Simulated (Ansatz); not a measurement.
Here is the system:

Ge:
```xyz
12
Lattice="5.9293 0.0000 0.0000 0.0000 5.9293 0.0000 0.0000 0.0000 6.9551" Properties=species:S:1:pos:R:3 pbc="T T T"
Ge     0.5251     0.5251     0.0000
Ge     2.4396     3.4897     5.2163
Ge     5.4042     5.4042     3.4775
Ge     3.4897     2.4396     1.7388
Ge     1.0203     2.1903     1.7906
Ge     0.7744     3.9850     0.0519
Ge     4.9090     3.7390     5.2682
Ge     5.1550     1.9444     3.5294
Ge     3.9850     0.7744     6.9032
Ge     3.7390     4.9090     1.6869
Ge     1.9444     5.1550     3.4257
Ge     2.1903     1.0203     5.1644
```

This is the PBEsol-relaxed structure. Cartesian axes are those of the cell as given.

Q: All from plane-wave PAW PBEsol (Ansatz code), unless another level is named. Predict the electron effective mass.

A: 0.052, 0.078, 0.10 mₑ (principal values).

Q: What about the conduction-band minimum?

A: on the M–Γ line, 31 % of the way from M (4 equivalent valleys).

Q: What about the valence-band maximum?

A: off the standard path, at k = (0.331, 0.331, -0.073) in fractions of the reciprocal vectors.

Space group P4_32_12. The workflow started from a Materials Project entry (that database holds measured and hypothetical structures alike); the Crystallography Open Database files this formula in space group No. 96, but the cells were not matched. It is not the phase usual at ambient conditions (space group No. 227). The PBEsol relaxation kept the symmetry of its start; its stability against distortions is not shown here. Spin–orbit coupling is left out wherever it is not named.

Potentials: the earlier of the program's two PAW sets. The files were generated under PBE; for other functionals the program regenerates the frozen cores, and for LDA and PBEsol the local potential too.

Edges and masses are those of Kohn–Sham bands, whose gap is no quasiparticle gap.
